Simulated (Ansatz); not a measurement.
An Ansatz (a program for electronic structure) input:

Ansatz 0.2 input:
```yaml
crystal:
  lattice:
    - [4.6664280696, 0.0, 0.0]
    - [0.0, 4.6664280696, 0.0]
    - [0.0, 0.0, 4.6664280696]
  atoms:
    - { symbol: Cs, position: [0.0, 0.0, 0.0] }
    - { symbol: I, position: [0.5, 0.5, 0.5] }
kpoints:
  mp_grid: { grid: [5, 5, 5] }
  band_path:
    path:
      - [[0.0, 0.0, 0.0], [0.0, 0.5, 0.0], [0.5, 0.5, 0.0], [0.0, 0.0, 0.0], [0.5, 0.5, 0.5], [0.0, 0.5, 0.0]]  # Γ-X-M-Γ-R-X
      - [[0.5, 0.5, 0.5], [0.5, 0.5, 0.0]]  # R-M
      - [VBM, CBM]
    npoints: 12
basis: { xc_grid: 2 }
hamiltonian:
  xc: pbe
  pseudopotentials: { kind: paw }
magnetization: { noncollinear: true, spin_orbit: true }
scf:
  n_extra_bands: 12
  convergence: { dr2_threshold: 0.0000000001 }
  occupations: { method: gaussian, width: 0.01 }
checkpoint: { write: soc.run }
output: { eigenvalues: true }
```

Problem. How many symmetry operations and irreducible k-points will the run report?

Solution. 48 operations, 10 of 125 k-points.

Problem. With a cutoff of 420 eV, how many plane waves at Γ?

Solution. 1935.

It took about 50 core-seconds (a rough figure) on shared server cores.

Space group Pm-3m (CsCl type). The PBE relaxation kept the symmetry of its start.

Potentials: the later of the program's two PAW sets.

Ansatz is a plane-wave DFT program.
